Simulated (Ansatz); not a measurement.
The start is a generated cell, Al2Cu built in the Al2Cu structure type. Cell shape, volume and atoms are optimised at zero target pressure with PBE (plane waves to 420 eV, PAW, scalar-relativistic; Ansatz, an electronic-structure program). The first steps use a coarse 9×9×9 k-mesh.

The start:
```yaml
crystal:
  lattice:
    - [-3.02000, 3.02000, 2.43000]
    - [3.02000, -3.02000, 2.43000]
    - [3.02000, 3.02000, -2.43000]
  atoms:
    - { symbol: Al, position: [0.65800, 0.15800, 0.81600] }
    - { symbol: Al, position: [0.84200, 0.65800, 0.50000] }
    - { symbol: Al, position: [0.15800, 0.34200, 0.50000] }
    - { symbol: Al, position: [0.34200, 0.84200, 0.18400] }
    - { symbol: Cu, position: [0.25000, 0.25000, 0.00000] }
    - { symbol: Cu, position: [0.75000, 0.75000, 0.00000] }
```

**Question.** What is the largest force in the starting geometry, and on which atom (counted from 1)?

**Answer.** 0.02 eV/Å, on Al1, Al2, Al3, Al4 (atoms numbered as listed).

**Question.** By how much does the energy per atom fall from start to end?

**Answer.** Under 0.01 eV/atom.

**Question.** How does the volume change?

**Answer.** +0.9 %, from 14.78 to 14.91 Å³/atom.

**Question.** Is the relaxed structure metallic? Give its gap.

**Answer.** Zero (metallic).

**Question.** Give the final cell and atomic positions.

**Answer.** 
```cif
data_Al8Cu4
_chemical_formula_sum 'Al8 Cu4'
_space_group_name_H-M_alt 'I4/mcm'
_space_group_IT_number 140
_space_group_name_Hall '-I 4 2c'
_cell_length_a 6.05915
_cell_length_b 6.05915
_cell_length_c 4.87381
_cell_angle_alpha 90.000
_cell_angle_beta 90.000
_cell_angle_gamma 90.000
loop_
_atom_site_label
_atom_site_type_symbol
_atom_site_symmetry_multiplicity
_atom_site_Wyckoff_symbol
_atom_site_fract_x
_atom_site_fract_y
_atom_site_fract_z
_atom_site_occupancy
Al1 Al 8 h 0.15829 0.34171 0.00000 1
Cu1 Cu 4 a 0.00000 0.00000 0.25000 1
```
(The calculation used a cell of 6 atoms; values per cell refer to that cell.)

The space group stays I4/mcm (No. 140) (the run could not lower it); the end is AFLOW prototype A2B_tI12_140_h_a (C16, as in Al2Cu), with 6 atoms in the primitive cell. Final values are on a 12×12×12 k-mesh of the relaxed cell. No spin polarisation in the result.

The run could not lose the symmetry of its start.
